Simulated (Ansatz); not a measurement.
Ta₂N:
```
CELL_PARAMETERS angstrom
      5.29133     0.00000     0.00000
     -2.64567     4.58243     0.00000
      0.00000     0.00000     4.93093
ATOMIC_POSITIONS crystal
  Ta 0.66699 0.66699 0.75315
  Ta 0.33301 0.33301 0.24685
  Ta 0.33301 0.00000 0.75315
  Ta 0.66699 0.00000 0.24685
  Ta 0.00000 0.33301 0.75315
  Ta 0.00000 0.66699 0.24685
  N  0.66667 0.33333 0.50000
  N  0.33333 0.66667 0.50000
  N  0.00000 0.00000 0.00000
```

Relaxed with r²SCAN. Special points in fractions of this cell's reciprocal vectors: Γ (0.000, 0.000, 0.000); M (0.500, 0.000, 0.000); K (0.333, 0.333, 0.000); A (0.000, 0.000, 0.500); L (0.500, 0.000, 0.500); H (0.333, 0.333, 0.500); H2 (0.333, 0.333, -0.500).

**Question.** List the band energies nearest the Fermi level at these points for r²SCAN with spin–orbit coupling (plane waves, PAW; program Ansatz).

**Answer.** In eV from the Fermi level; about four levels below and three above (degenerate sets whole), none deeper than 8.9 eV; points with the same levels are listed once.

```tsv
k	below	above
Γ	-0.31 -0.31 -0.25 -0.25	0.29 0.29 0.82 0.82
M	-2.05 -2.05 -1.54 -1.54	0.40 0.40 0.63 0.63
K	-1.95 -1.95 -1.73 -1.73	0.78 0.78 0.80 0.80
A	-1.36 -1.36 -0.90 -0.90	0.71 0.71 0.72 0.72
L	-0.81 -0.81 -0.14 -0.14	0.14 0.14 0.31 0.31
H	-0.57 -0.57 -0.44 -0.44	0.78 0.78 1.01 1.01
```

Space group P-31m. The workflow started from a Materials Project entry (that database holds measured and hypothetical structures alike); the Crystallography Open Database copy checked does not list it. Whether it is the stable phase at ambient conditions was not checked. Symmetry was held in the r²SCAN relaxation; its stability against distortions is not shown here. No spin polarisation was allowed. With an odd number of electrons in the cell and no spin polarisation, the count alone makes it a metal.

Potentials: the earlier of the program's two PAW sets. The files were generated under PBE; for other functionals the program regenerates the frozen cores, and for LDA and PBEsol the local potential too.
